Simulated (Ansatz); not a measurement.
Relaxed-ion elastic tensor of Re (dhcp (α-La type), P6_3/mmc) in GPa (Voigt order), the program Ansatz at the PBEsol level (PAW); density 21.26 g/cm³, 14.54 Å³ per atom.

```json
[
 {"": "1", "1": "667", "2": "280", "3": "227", "4": "0.0", "5": "0.0", "6": "0.0"},
 {"": "2", "1": "280", "2": "667", "3": "227", "4": "0.0", "5": "0.0", "6": "0.0"},
 {"": "3", "1": "227", "2": "227", "3": "717", "4": "0.0", "5": "0.0", "6": "0.0"},
 {"": "4", "1": "0.0", "2": "0.0", "3": "0.0", "4": "184", "5": "0.0", "6": "0.0"},
 {"": "5", "1": "0.0", "2": "0.0", "3": "0.0", "4": "0.0", "5": "184", "6": "0.0"},
 {"": "6", "1": "0.0", "2": "0.0", "3": "0.0", "4": "0.0", "5": "0.0", "6": "194"}
]
```

### Question
Is the crystal mechanically stable?

### Answer
Yes: the smallest eigenvalue of C is 184 GPa.

### Question
Work out the Voigt, Reuss and Hill averages.

### Answer
K_V = 391, K_R = 391, K_H = 391; G_V = 200, G_R = 198, G_H = 199 GPa.

### Question
Give Young's modulus, Poisson's ratio, Pugh's ratio and the universal anisotropy index.

### Answer
E = 9KG/(3K + G) = 511 GPa; ν = 0.28; K/G = 1.96 (ductile by the Pugh limit of 1.75); A_U = 5G_V/G_R + K_V/K_R − 6 = 0.06.

### Question
Estimate the sound speeds and the Debye temperature.

### Answer
v_l = √((K + 4G/3)/ρ) = 5560 m/s, v_t = √(G/ρ) = 3060 m/s, mean 3410 m/s; Θ = (h/k)(3n/4πV)^(1/3) v_m = 416 K.

### Question
How much does each axis shrink under pressure?

### Answer
Linear compressibilities β_i = Σ_j S_ij (j = 1 to 3): x 0.85, y 0.85, z 0.86 per TPa.

The workflow started from a Materials Project entry (that database holds measured and hypothetical structures alike). Its sites differ from those of the usual phase in this space group: another stacking or structure type. Symmetry was held in the PBEsol relaxation; its stability against distortions is not shown here. The run is not spin-polarised. As this level gives no gap, shear constants depend on the k-mesh and smearing (Fermi–Dirac, 0.1 eV here). On the denser mesh and wider smearing of the elastic run this cell carries a stress of 0.5 GPa. Spin–orbit coupling is left out wherever it is not named.

Potentials: the earlier of the program's two PAW sets. The files were generated under PBE; for other functionals the program regenerates the frozen cores, and for LDA and PBEsol the local potential too.
